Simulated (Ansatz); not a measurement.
SiC (wurtzite)

```
CELL_PARAMETERS angstrom
      3.09195     0.00000     0.00000
     -1.54598     2.67771     0.00000
      0.00000     0.00000     5.07427
ATOMIC_POSITIONS crystal
  Si 0.66667 0.33333 0.00052
  Si 0.33333 0.66667 0.50052
  C  0.66667 0.33333 0.62468
  C  0.33333 0.66667 0.12468
```

The slice is a (-1 1 0 2) plane (indices of the conventional cell) through the point (0.667, 0.333, 0.001) (fractional), spanned by u = [110] and v = [1 -1 1] in vectors of this cell: u (3.09 Å) and v (7.38 Å, at 90° to u). It covers one period; positions are fractions (u, v).

Computed with PBE (plane waves to 420 eV, PAW, scalar-relativistic; Ansatz, a first-principles code). k mesh 12×12×7. These are valence fields of a PAW run, semicore shells included where kept as valence: close to a nucleus they are smooth pseudo fields. SiC was relaxed with its symmetry unable to fall.

### Question
Sketch the electrostatic potential energy of an electron, from the cell's mean on this plane as a map.

### Answer
```
v \ u  0.00  0.10  0.20  0.30  0.40  0.50  0.60  0.70  0.80  0.90
-----  ----  ----  ----  ----  ----  ----  ----  ----  ----  ----
0.92      x     x  <2.0   3.6   8.0   9.2   8.0   3.6  <2.0     x
0.83    6.9   7.4   8.5   9.5  10.1  10.3  10.1   9.5   8.5   7.4
0.75    8.0   8.4   9.4  10.2  10.6  10.8  10.6  10.2   9.4   8.4
0.67   <2.0  <2.0   2.6   6.9   7.5   7.1   7.5   6.9   2.6  <2.0
0.58      x     x  <2.0     x     x     x     x     x  <2.0     x
0.50   <2.0  <2.0   3.6   4.5     x     x     x   4.5   3.6  <2.0
0.42    8.1   8.5   9.1   9.2   8.8   8.5   8.8   9.2   9.1   8.5
0.33   10.3  10.1   9.5   8.5   7.4   6.9   7.4   8.5   9.5  10.1
0.25   10.8  10.6   9.9   7.8   4.1     x   4.1   7.8   9.9  10.6
0.17    7.0   7.5   6.6     x     x     x     x     x   6.6   7.5
0.08      x     x  <2.0     x     x     x     x     x  <2.0     x
0.00      x     x     x  <2.0   6.5   8.3   6.5  <2.0     x     x
```

Values: electrostatic potential energy of an electron, from the cell's mean, in eV. Points within 0.8 Å of a nucleus are blanked (x), as the pseudised field means little there. Values under 2 eV are set to 2. The zero, the cell's mean, hangs on the PAW cores.
